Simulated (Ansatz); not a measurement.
CdO:
```xyz
2
Lattice="0.0000 2.3528 2.3528 2.3528 0.0000 2.3528 2.3528 2.3528 0.0000" Properties=species:S:1:pos:R:3 pbc="T T T"
Cd     0.0000     0.0000     0.0000
O      2.3528     2.3528     2.3528
```

Relaxed with HSE06.

Problem. Give the Bader charges and basin volumes of the independent atoms, HSE06 in the plane-wave PAW code Ansatz.

Solution. 

```
atom  Bader charge (e)  Bader volume (Å³)
----  ----------------  -----------------
Cd1              +1.27               13.8
O2               -1.27               12.3
```

Space group Fm-3m (rock salt). The HSE06 relaxation kept the symmetry of its start.

Potentials: the later of the program's two PAW sets.
